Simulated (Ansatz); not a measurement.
**Na2Be2O3: Coordination and O-17 quadrupole coupling**

Cell: a computed structure from the Materials Project (it need not be an observed phase).

Space group P2_1/c (No. 14); a = 4.9431, b = 5.3124, c = 5.3606 Å, β = 113.08°.

```csv
site,Wyckoff,site symmetry,x,y,z
Na,4e,1,0.1897,0.3715,0.9280
Be,4e,1,0.3290,0.6033,0.5689
O9,2a,-1,0.0000,0.5000,0.5000
O11,4e,1,0.4101,0.8544,0.7915
```

One atom of each set is listed.

Method: Kohn–Sham DFT in Ansatz, PBE, plane waves and PAW, scalar-relativistic, 420 eV cutoff, Γ-centred 5×4×5 k-points, Fermi–Dirac smearing 0.02 eV.

Q(O-17) = -25.58 mb.

(1) Rank these O sites by |C_Q|, smallest first.
A. O11: 3 Be at 1.70–1.79 Å; also 5 Na at 2.30–2.99 Å
B. O9: 2 Be at 1.62 Å, angle 180°; also 4 Na at 2.22–2.28 Å

Answers

(1) A (2.52 MHz, η = 0.81), B (2.88 MHz, η = 0.23).

At O9 V_zz points along the line of its two bonds (within 4°). Like point charges on the first shell alone (each adding as 1/d³) would give the same order.
